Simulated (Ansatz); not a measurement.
Question: Name crystals whose computed values (LDA (plane waves, PAW; program Ansatz)) fall in these windows: G_Hill (GPa) 140 to 180; Θ_D (K) 330 to 430; B₀ by P(V) fit (GPa) 290 to 380.

Answer: 

```tsv
crystal	G_Hill (GPa)	Θ_D (K)	B₀ by P(V) fit (GPa)
W, bcc (W type)	159	378	335
```
Others may fit too.

The cell was relaxed under the symmetry of its start. Rows with no word on spin ran without spin polarisation. Spin–orbit coupling is left out wherever it is not named.

Potentials: the later of the program's two PAW sets.
